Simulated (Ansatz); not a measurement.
Te (trigonal Se type), relaxed with LDA (Ansatz, a quantum-chemistry and plane-wave program, plane waves, PAW): a = b = 4.279 Å, c = 5.928 Å, α = β = 90.00°, γ = 120.00°.

```
Property  Result
--------  ------
gap (eV)    none
```

Problem. The same phase is relaxed and computed with r²SCAN in the same code. What are the cell and these values now?

Solution. a = b = 4.6248 Å, c = 5.9036 Å, α = β = 90.00°, γ = 120.00°.

- gap (eV): 0.54

Weakly bound layers, chains or molecules computed without a dispersion correction, so cells and soft constants are ill determined: Te, trigonal Se type with LDA; Te, trigonal Se type with r²SCAN. All cells were relaxed under the symmetry of their starts (and spin orders); stability against distortions was not tested throughout. Scalar-relativistic: spin–orbit coupling is off unless named, which matters more the heavier the elements.

Potentials: the earlier of the program's two PAW sets.

Ansatz is a plane-wave DFT program.
